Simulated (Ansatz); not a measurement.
The relaxed structure here is a generated cell of NbP: the first start was made by placing the elements on the sites of a structure type, and the end was not matched to a known phase here, so it may be hypothetical.

One starting cell of NbP (a generated cell, NbP built in the AFLOW prototype AB_oP8_62_c_c (B27, as in FeB)) was relaxed twice with Ansatz (plane waves, PAW, scalar-relativistic): with PBEsol at 420 eV and with PBE at 420 eV. The PBEsol result:

```
NbP
1.0
    5.91060     0.00000     0.00000
    0.00000     4.27693     0.00000
    0.00000     0.00000     4.67924
Nb P
4 4
Direct
  0.81658   0.25000   0.14928
  0.31658   0.25000   0.35072
  0.18342   0.75000   0.85072
  0.68342   0.75000   0.64928
  0.95838   0.25000   0.65776
  0.45838   0.25000   0.84224
  0.04162   0.75000   0.34224
  0.54162   0.75000   0.15776
```

| quantity | PBEsol | PBE |
|---|---|---|
| space group | Pnma | Pnma |
| volume (Å³/atom) | 14.79 | ? |
| a (Å) | 5.911 | ? |
| b (Å) | 4.277 | ? |
| c (Å) | 4.679 | ? |
| gap (eV, no spin-orbit coupling) | 0.00 | ? |

### Question
What does PBE give for the same quantities?

### Answer

- volume (Å³/atom), PBE: 15.24
- a (Å), PBE: 5.974
- b (Å), PBE: 4.330
- c (Å), PBE: 4.712
- gap (eV, no spin-orbit coupling), PBE: 0.00

Both levels end in the same structure; PBE's volume is 3.0 % larger. Neither column is exact.

No spin polarisation in the result.

The run could not lose the symmetry of its start; a randomly shaken copy of 8 atoms returns to this structure.

Ansatz is a quantum-chemistry and plane-wave program.
